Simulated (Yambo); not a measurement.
Yambo run on Na₂PdC₂ (space group P-3m1, No. 164). The wavefunctions are PBEsol (Quantum ESPRESSO, PseudoDojo norm-conserving, 88 Ry, no spin-orbit coupling) ones on a 3×3×2 mesh (22 occupied bands); a = b = 4.512 Å, c = 5.283 Å, α = β = 90.00°, γ = 120.00°.

Yambo input:

```
rim_cut
gw0
dyson
el_el_corr
HF_and_locXC
ppa
em1d
RandQpts= 1000000
RandGvec= 1 Ry
EXXRLvcs= 88 Ry
VXCRLvcs= 352 Ry
Chimod= "HARTREE"
% BndsRnXp
 7 | 176 |
%
NGsBlkXp= 1 Ry
% LongDrXp
 1.0 | 1.0 | 1.0 |
%
PPAPntXp= 27.2114 eV
% GbndRnge
 1 | 176 |
%
GTermKind= "BG"
DysSolver= "n"
ExtendOut
% QPkrange
 2 | 2 | 22 | 22 |
 4 | 4 | 22 | 23 |
%
```

k points by index: 2 = A, 4 = (0, 0.333, -0.5).

The o-*.qp file then holds:

```
#    K-point    Band    Eo [eV]    E [eV]    E-Eo [eV]    Vxc [eV]    Vnlxc [eV]    Sc|Eo [eV]    Sc|E [eV]    dSc/dw|Eo [eV]    Re(Z)    Im(Z)
#
    2    22    0.000000    -0.377217    -0.377217    -20.06140    -24.08960    3.545481    3.650982    -7.606759    0.781524    -0.001864
    4    22    -0.048912    -0.448487    -0.399575    -20.09159    -24.18058    3.577006    3.689420    -7.651635    0.780518    -0.001947
    4    23    1.665206    2.204124    0.538918    -11.58786    -8.338260    -2.581721    -2.710677    -6.509901    0.806947    -0.001570
```
(The two width columns are left out.) Convergence of these settings isn't established.

Geometry of the Materials Project entry, not relaxed at this level.

The structure is a Materials Project entry; no match was found in the copy of COD used, and its stability was not checked.
